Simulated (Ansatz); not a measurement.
Relaxed-ion elastic tensor of BN in space group P6_3mc (No. 186; B on 2a, B on 2b, N on 2a, N on 2b) in GPa (Voigt order), PBE in the plane-wave PAW code Ansatz; density 3.46 g/cm³, 5.96 Å³ per atom.

```
 913   131  67.0   0.0   0.0   0.0
 131   913  67.0   0.0   0.0   0.0
67.0  67.0   984   0.0   0.0   0.0
 0.0   0.0   0.0   340   0.0   0.0
 0.0   0.0   0.0   0.0   340   0.0
 0.0   0.0   0.0   0.0   0.0   391
```

Task: Is the crystal mechanically stable?

Result: Yes: the smallest eigenvalue of C is 340 GPa.

Task: Work out the Voigt, Reuss and Hill averages.

Result: K_V = 371, K_R = 371, K_H = 371; G_V = 384, G_R = 379, G_H = 382 GPa.

Task: Give Young's modulus, Poisson's ratio, Pugh's ratio and the universal anisotropy index.

Result: E = 9KG/(3K + G) = 853 GPa; ν = 0.12; K/G = 0.97 (brittle by the Pugh limit of 1.75); A_U = 5G_V/G_R + K_V/K_R − 6 = 0.06.

Task: Estimate the sound speeds and the Debye temperature.

Result: v_l = √((K + 4G/3)/ρ) = 16000 m/s, v_t = √(G/ρ) = 10500 m/s, mean 11500 m/s; Θ = (h/k)(3n/4πV)^(1/3) v_m = 1890 K.

Task: Solve the Christoffel equation for the three sound speeds along x, y, z.

Result: Eigenvalues of C_ijkl n_j n_l equal ρv² (piezoelectric stiffening left out). In km/s, slowest first: x 9.91, 10.63, 16.25; y 9.91, 10.63, 16.25; z 9.91, 9.91, 16.87.

Task: How much does each axis shrink under pressure?

Result: Linear compressibilities β_i = Σ_j S_ij (j = 1 to 3): x 0.90, y 0.90, z 0.89 per TPa.

The cell is a constructed one: a structure type filled with these elements. Its sites differ from those of the usual phase in this space group: another stacking or structure type. The cell was relaxed with PBE under the symmetry of its start; phonons on a q-mesh show no instability.

Potentials: the later of the program's two PAW sets.
